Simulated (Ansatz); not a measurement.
A distorted cell of AlNi (CsCl type):

```
CELL_PARAMETERS angstrom
      2.89304     0.00000     0.00000
      0.00000     2.89304     0.00000
      0.00000     0.00000     2.89304
ATOMIC_POSITIONS crystal
  Al 0.21776 0.00000 0.78224
  Ni 0.50000 0.50000 0.50000
```

Computed with PBE (plane waves to 420 eV, PAW, scalar-relativistic; Ansatz, an electronic-structure program). k mesh 13×13×13 (Γ-centred), Fermi-Dirac smearing 0.05 eV. Energies are smeared free energies. Compression counts positive. With partly filled bands, energies and forces of such displacements shift with the k mesh and the smearing. AlNi is run without spin polarisation. AlNi was relaxed with its symmetry unable to fall.

Task: Predict the force on every atom, in eV/Å.

Result: 
```
atom      Fx     Fy      Fz
----  ------  -----  ------
Al1   -7.443  0.000   7.443
Ni2    7.443  0.000  -7.443
```

Task: What is the stress tensor (GPa)?

Result: 
```
   32.4      0.0    -38.4
    0.0    107.4      0.0
  -38.4      0.0     32.4
```
The pressure, a third of the trace, is 57.4 GPa.

Task: In it atom 1 sits (0.630, 0.000, -0.630) Å away from its relaxed site. What is its energy relative to the relaxed cell?

Result: 3589 meV/cell.

(A displaced cell: forces are minus the slopes of the energy, force constants its curvatures, and phonons follow from these.)
